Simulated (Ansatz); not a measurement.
Te₂Au: do energies and stresses tell the same story?

Level of theory: Ansatz 0.2.0, DFT r2SCAN, scalar-relativistic, plane waves, PAW.

Cutoff 500 eV; k points 12×12×8 on the computed 3-atom cell (Γ-centred); Gaussian smearing, width 0.10 eV; no spin polarisation.

Relaxed cell: P-3m1, a = 4.189 Å, b = 4.189 Å, c = 5.176 Å, α = 90.00°, β = 90.00°, γ = 120.00°, 3 atoms in the primitive cell. Whether it is the stable form of this composition wasn't checked.

Energies at zero smearing and pressures from the stress tensor, at volumes with shape and atoms relaxed:
| V (Å³/atom) | E − E(first) (meV/atom) | P (GPa) |
| --- | --- | --- |
| 23.071 | 0.00 | 13.12 |
| 23.857 | -53.68 | 8.88 |
| 24.644 | -88.28 | 5.36 |
| 25.430 | -107.05 | 2.43 |
| 26.217 | -112.75 | 0.02 |
| 27.003 | -107.67 | -1.96 |
| 27.790 | -93.81 | -3.56 |
| 28.838 | -64.69 | -5.17 |

Q: Check P = −dE/dV between neighbouring volumes, and get the bulk modulus from the pressures alone.

A: With 1 eV/Å³ = 160.2 GPa:
```
middle V (Å³/atom)  −ΔE/ΔV (GPa) mean P (GPa)
            23.464        10.934        10.997
            24.250         7.049         7.117
            25.037         3.824         3.894
            25.823         1.160         1.226
            26.610        -1.034        -0.971
            27.396        -2.824        -2.762
            28.314        -4.449        -4.367
```

The two differ by 0.08 GPa at most. The mean of two end pressures misses the average over a step by about ΔV² P″/12, up to 0.06 GPa here; with that taken off 0.03 GPa remains. The stress is the derivative of the free energy, not of the energy at zero smearing, and with free energies 0.00 GPa remains. Around V = 26.217 Å³/atom, the two neighbours give B = −V ΔP/ΔV = 26.217 × 4.39 / 1.573 = 73.2 GPa, against B0 = 72.3 GPa from the Birch–Murnaghan fit of the energies.

Spin–orbit coupling is left out, which can shift energies with elements as heavy as these.

Cost: 9 runs of about 14 core-minutes in all, on Intel Xeon Platinum 8488C (Sapphire Rapids) (shared hosts).